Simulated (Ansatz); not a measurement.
A distorted cell of CsSnI$_{3}$ (cubic perovskite):

```xyz
5
Lattice="6.3367 0.0000 0.0000 0.0000 6.3367 0.0000 0.0000 0.0000 5.8298" Properties=species:S:1:pos:R:3 pbc="T T T"
Cs     0.0000     0.0000     0.0000
Sn     3.1684     3.1684     2.9149
I      0.0000     3.1684     2.9149
I      3.1684     3.1684     0.0000
I      3.1684     0.0000     2.9149
```

All values below come from PBEsol (plane waves to 420 eV, PAW, scalar-relativistic; Ansatz, a program for electronic structure). k mesh 6×6×6 (Γ-centred), Fermi-Dirac smearing 0.05 eV. Energies are smeared free energies. Compression counts positive. CsSnI3 was relaxed with its symmetry unable to fall. Spin-orbit coupling is left out, though I is heavy. This is a high-temperature form of CsSnI3.

Question: What is the stress tensor (GPa)?

Answer: 
```
  -1.15     0.00     0.00
   0.00    -1.15     0.00
   0.00     0.00     2.45
```
The pressure, a third of the trace, is 0.05 GPa.

Question: It is the relaxed cell deformed to V/V₀ = 1.013, (c/a)/(c/a)₀ = 0.920, c along z, fractional positions held. What is its energy relative to the relaxed cell?

Answer: 28.3 meV/atom.

(Under strain, the slope of the energy per volume gives the stress and its curvature an elastic modulus.)
